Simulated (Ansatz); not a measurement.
The relaxed structure here is a generated cell of SnO: the first start was made by placing the elements on the sites of a structure type, and the end was not matched to a known phase here, so it may be hypothetical. Known forms of SnO include space group No. 129.

One stationary structure of SnO. These are r2SCAN (plane waves to 500 eV, PAW, scalar-relativistic; Ansatz, a first-principles code) values and carry that method's errors.

```xyz
4
Lattice="3.1977 0.0000 0.0000 0.0000 3.1977 0.0000 0.0000 0.0000 6.2488" Properties=species:S:1:pos:R:3 pbc="T T T"
Sn     0.0000     1.5988     0.0000
Sn     1.5988     0.0000     3.1244
O      0.0000     0.0000     1.5622
O      0.0000     0.0000     4.6866
```

Task: Determine the symmetry and give the standard cell with its independent sites.

Result: Space group P4₂/mmc (No. 131); a = 3.1977 Å, b = 3.1977 Å, c = 6.2488 Å, α = 90.00°, β = 90.00°, γ = 90.00°

```tsv
atom	site	symmetry	x	y	z
Sn	2c	mmm.	0.0000	0.5000	0.0000
O	2e	-4m2	0.0000	0.0000	0.2500
```

Task: Give the shortest distances between elements (the closest pairs, up to four, under 3.6 Å).

Result: O–Sn 2.24 Å; O–O 3.12 Å; Sn–Sn 3.20 Å.

```json
{
  "volume_per_atom": "15.97 Å³",
  "density": "7.00 g/cm³",
  "band_gap": "zero (metallic)"
}
```

No spin polarisation in the result.

The run could not lose the symmetry of its start, so the end can be a saddle point.

All atoms sit on sites fixed by symmetry, so only the cell could relax.
